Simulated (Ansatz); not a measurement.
GaAs:
```yaml
crystal:
  lattice:
    - [0.00000, 2.83270, 2.83270]
    - [2.83270, 0.00000, 2.83270]
    - [2.83270, 2.83270, 0.00000]
  atoms:
    - { symbol: Ga, position: [0.00000, 0.00000, 0.00000] }
    - { symbol: As, position: [0.75000, 0.75000, 0.75000] }
```

Cartesian axes are those of the cell as given.

Give the proper piezoelectric stress tensor with relaxed ions from r²SCAN (plane waves, PAW; program Ansatz).

In C/m², rows x, y, z, Voigt columns; mesh uncertainty up to 0.01.
```
0.00  0.00  0.00  0.24  0.00  0.00
0.00  0.00  0.00  0.00  0.24  0.00
0.00  0.00  0.00  0.00  0.00  0.24
```

The elastic tensor of the same run (GPa):

```tsv
	1	2	3	4	5	6
1	117	50.0	50.0	0.0	0.0	0.0
2	50.0	117	50.0	0.0	0.0	0.0
3	50.0	50.0	117	0.0	0.0	0.0
4	0.0	0.0	0.0	60.5	0.0	0.0
5	0.0	0.0	0.0	0.0	60.5	0.0
6	0.0	0.0	0.0	0.0	0.0	60.5
```

Convert to strain constants d = e·S.

In pC/N:
```
0.0  0.0  0.0  4.0  0.0  0.0
0.0  0.0  0.0  0.0  4.0  0.0
0.0  0.0  0.0  0.0  0.0  4.0
```

Space group F-43m (zinc blende). Symmetry was held in the r²SCAN relaxation; phonons on a q-mesh show no instability.

Potentials: the earlier of the program's two PAW sets.
